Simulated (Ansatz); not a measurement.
## NbAs: field gradients at two levels of theory

Cell: a COD entry, ions relaxed with PBE at fixed cell.

```
Nb As
1.0
    -1.72585    1.72585    5.84000
     1.72585   -1.72585    5.84000
     1.72585    1.72585   -5.84000
Nb As
2 2
Direct
  0.74887 0.74887 0.00000
  0.49887 0.99887 0.50000
  0.16713 0.16713 0.00000
  0.91713 0.41713 0.50000
```

Atom numbers follow the list; atoms alike are taken as one site, whose name carries the number of the first.

First run. Method: Kohn–Sham DFT in Ansatz, PBE, plane waves and PAW, scalar-relativistic, collinear spin, 420 eV cutoff, Γ-centred 13×13×13 k-points, Fermi–Dirac smearing 0.05 eV. Start moments as typed (μB): 2 on each Nb, none on the rest.

| site | atom | V_zz (10²¹ V/m²) | η |
| --- | --- | --- | --- |
| Nb | 1 | 1.84 | 0.85 |
| As | 3 | 2.89 | 0.33 |

Second run. The same atoms and settings, except that the functional is r2SCAN and the cutoff is 500 eV.

(1) What does the second run give?

## Answers

(1) 

```csv
site,atom,V_zz,η,change of V_zz
Nb,1,1.72,0.82,-0.12
As,3,2.78,0.32,-0.11
```

The largest change of V_zz is on Nb, from 1.84 to 1.72. In per cent, |V_zz| changes by -4 on As (all sites that start above 2).

With no gap above 0.1 eV, as in a metal, the gradients converge slowly in k; expect changes of a tenth or more on a denser mesh. Without spin–orbit coupling (the program notes it for Nb) the gradients can shift somewhat, as the gap is small. Semilocal functionals make gaps too small and can close them, so the real compound need not be a metal. The start moments die out, and the run ends without spin.
For the second run: The program didn't check the stability of this electronic state in full, so a lower one may lie near.
